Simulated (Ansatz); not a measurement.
AlPt:
```cif
data_Al4Pt4
_chemical_formula_sum 'Pt4 Al4'
_space_group_name_H-M_alt 'Fm-3m'
_space_group_IT_number 225
_space_group_name_Hall '-F 4 2 3'
_cell_length_a 5.09464
_cell_length_b 5.09464
_cell_length_c 5.09464
_cell_angle_alpha 90.000
_cell_angle_beta 90.000
_cell_angle_gamma 90.000
loop_
_atom_site_label
_atom_site_type_symbol
_atom_site_symmetry_multiplicity
_atom_site_Wyckoff_symbol
_atom_site_fract_x
_atom_site_fract_y
_atom_site_fract_z
_atom_site_occupancy
Pt1 Pt 4 a 0.00000 0.00000 0.00000 1
Al1 Al 4 b 0.50000 0.50000 0.50000 1
```
(The calculation used a cell of 2 atoms; values per cell refer to that cell.)

Relaxed with r²SCAN.

Q: Which orbitals make up the states near the Fermi level in the program Ansatz at the r²SCAN level (PAW)?

A: Within 0.5 eV of the Fermi level: Al 3p 33 %, Pt 5d 27 %, Al 3s 19 %, Pt 6s 18 %. Projections are on Löwdin-orthogonalised atomic valence shells; empty p or d shells of many metals are not among them.

Q: Tabulate the density of states.

A: States/eV per cell of 2 atoms, in 0.25 eV bins, energy from the Fermi level.

| E (eV) | total | Pt 5d | Al 3p | Al 3s |
|---|---|---|---|---|
| -7.85 | 0.39 | 0.04 | 0.13 | 0.11 |
| -7.60 | 0.45 | 0.06 | 0.14 | 0.13 |
| -7.35 | 0.56 | 0.11 | 0.16 | 0.16 |
| -7.10 | 0.82 | 0.26 | 0.17 | 0.23 |
| -6.85 | 0.93 | 0.34 | 0.19 | 0.26 |
| -6.60 | 1.01 | 0.41 | 0.20 | 0.27 |
| -6.35 | 1.18 | 0.58 | 0.15 | 0.35 |
| -6.10 | 0.64 | 0.31 | 0.08 | 0.21 |
| -5.85 | 0.08 | 0.04 | 0.01 | 0.02 |
| -5.60 | 0.60 | 0.30 | 0.11 | 0.14 |
| -5.35 | 1.10 | 0.58 | 0.23 | 0.21 |
| -5.10 | 1.35 | 0.82 | 0.28 | 0.18 |
| -4.85 | 2.04 | 1.49 | 0.34 | 0.12 |
| -4.60 | 1.89 | 1.52 | 0.26 | 0.07 |
| -4.35 | 5.96 | 4.74 | 0.99 | 0.13 |
| -4.10 | 5.01 | 4.11 | 0.79 | 0.05 |
| -3.85 | 3.36 | 2.87 | 0.45 | 0.01 |
| -3.60 | 1.84 | 1.62 | 0.20 | 0.00 |
| -3.35 | 1.51 | 1.39 | 0.10 | 0.00 |
| -3.10 | 1.46 | 1.41 | 0.03 | 0.00 |
| -2.85 | 1.56 | 1.51 | 0.03 | 0.01 |
| -2.60 | 2.29 | 2.22 | 0.04 | 0.02 |
| -2.35 | 4.01 | 3.88 | 0.06 | 0.03 |
| -2.10 | 2.73 | 2.52 | 0.09 | 0.05 |
| -1.85 | 1.74 | 1.22 | 0.21 | 0.05 |
| -1.60 | 1.37 | 0.73 | 0.21 | 0.02 |
| -1.35 | 0.49 | 0.27 | 0.08 | 0.02 |
| -1.10 | 0.59 | 0.29 | 0.13 | 0.06 |
| -0.85 | 0.79 | 0.31 | 0.24 | 0.09 |
| -0.60 | 0.81 | 0.28 | 0.28 | 0.10 |
| -0.35 | 0.78 | 0.24 | 0.28 | 0.11 |
| -0.10 | 0.75 | 0.20 | 0.26 | 0.13 |
| 0.15 | 0.59 | 0.14 | 0.17 | 0.14 |
| 0.40 | 0.42 | 0.08 | 0.13 | 0.10 |
| 0.65 | 0.52 | 0.11 | 0.19 | 0.11 |
| 0.90 | 0.60 | 0.12 | 0.25 | 0.12 |
| 1.15 | 0.63 | 0.12 | 0.29 | 0.12 |
| 1.40 | 0.66 | 0.11 | 0.34 | 0.11 |
| 1.65 | 0.66 | 0.10 | 0.37 | 0.10 |
| 1.90 | 0.76 | 0.11 | 0.42 | 0.13 |
| 2.15 | 0.82 | 0.12 | 0.44 | 0.15 |
| 2.40 | 0.81 | 0.12 | 0.45 | 0.14 |
| 2.65 | 0.81 | 0.11 | 0.45 | 0.13 |
| 2.90 | 0.80 | 0.10 | 0.45 | 0.12 |
| 3.15 | 0.79 | 0.10 | 0.45 | 0.11 |
| 3.40 | 0.78 | 0.09 | 0.45 | 0.10 |
| 3.65 | 0.76 | 0.09 | 0.44 | 0.09 |
| 3.90 | 0.75 | 0.08 | 0.44 | 0.09 |
| 4.15 | 0.73 | 0.07 | 0.43 | 0.07 |
| 4.40 | 0.71 | 0.07 | 0.42 | 0.07 |
| 4.65 | 0.69 | 0.06 | 0.41 | 0.06 |

The start of the workflow was typed in or built on a structure type; neither database checked (COD, Materials Project) lists it. Whether it is the stable phase at ambient conditions was not checked. The r²SCAN relaxation kept the symmetry of its start; whether a distortion lowers the energy is not shown. The run is not spin-polarised. Spin–orbit coupling is left out wherever it is not named.

Potentials: the earlier of the program's two PAW sets.
